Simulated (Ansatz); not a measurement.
A geometry of CsPbBr₃ away from equilibrium: the start of the relaxation of a relaxed CsPbBr3 cell shaken by Gaussian noise of σ = 0.08 Å a coordinate. Method: r2SCAN (plane waves to 500 eV, PAW, scalar-relativistic; Ansatz, a program for electronic structure). Γ-centred k-mesh 4×4×3 on the run's cell (coarser than for final values), Fermi–Dirac smearing 0.05 eV.

```xyz
10
Lattice="7.9974 0.0000 0.0000 -3.9987 6.9260 0.0000 0.0000 0.0000 7.3792" Properties=species:S:1:pos:R:3 pbc="T T T"
Cs     0.0536     4.8623     5.4923
Cs     3.9983     2.2742     1.7087
Pb    -0.1139    -0.0508    -0.0760
Pb    -0.0977     0.0472     3.5601
Br    -0.1652     2.3948     1.8179
Br     1.8955     5.7305     1.8478
Br    -1.8969     5.6587     2.0568
Br     3.9647     4.5138     5.4724
Br     2.0226     1.2207     5.5228
Br     5.9110     1.2078     5.5258
```

Task: Give the Cartesian forces on all atoms (eV/Å).

Result: 
```csv
atom,Fx,Fy,Fz
Cs1,-0.10,-0.13,-0.04
Cs2,-0.06,0.03,0.00
Pb3,0.44,0.07,-0.15
Pb4,0.47,-0.08,0.36
Br5,0.07,0.01,-0.16
Br6,-0.27,-0.18,-0.13
Br7,-0.23,0.19,-0.23
Br8,-0.06,0.12,0.09
Br9,-0.15,-0.07,0.08
Br10,-0.11,0.03,0.18
```

Task: What is the pressure?

Result: +0.1 GPa, compression positive.

Task: How much energy per atom can still be gained by relaxing?

Result: 0.02 eV/atom; the path ends in P-1 (No. 2) at a tolerance of 0.01 Å, C2/m (No. 12) at 0.1 Å.

No spin polarisation in the result.

The end of the path is a generated cell of CsPbBr3: the first start was made by placing the elements on the sites of a structure type, and the end was not matched to a known phase here, so it may be hypothetical. Known forms of CsPbBr3 include space group No. 62, 221.
